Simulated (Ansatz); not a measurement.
# LaMnFeGe2 with basis.xc_grid changed

Level of theory: r2SCAN, collinear spin, scalar-relativistic; Ansatz, plane waves to 500 eV (PAW set soft_2), k-mesh 10×10×10. These are the settings of the reference run.

Cell:

```xyz
5
Lattice="-2.1168 2.1168 5.2646 2.1168 -2.1168 5.2646 2.1168 2.1168 -5.2646" Properties=species:S:1:pos:R:3 pbc="T T T"
La    0.0000    0.0000    0.0000
Mn    2.1168    0.0000    2.6323
Fe    0.0000    2.1168    2.6323
Ge    0.0000    0.0000    6.5984
Ge    0.0000    0.0000    3.9309
```

The reference run of this cell is solved again as a single point with these keys changed:

| key | reference run | changed run |
| --- | --- | --- |
| basis.xc_grid | not typed | 1 |

Q: Does this change matter?

A: 

| quantity | reference run | changed run |
| --- | --- | --- |
| energy, changed less reference (meV an atom) | 0 | -0.1 |
| pressure (GPa) | 0.0 | 0.0 |
| largest force (eV/Å) | 0.00 | 0.00 |
| gap on the mesh (eV) | 0.00 | 0.00 |
| moment of the cell (μB) | 1.68 | 1.68 |

The results hardly move, so this setting matters little here, or the typed value is the one that the program takes anyway. It took 30 iterations.

Caveats: a single point, atoms not relaxed again.
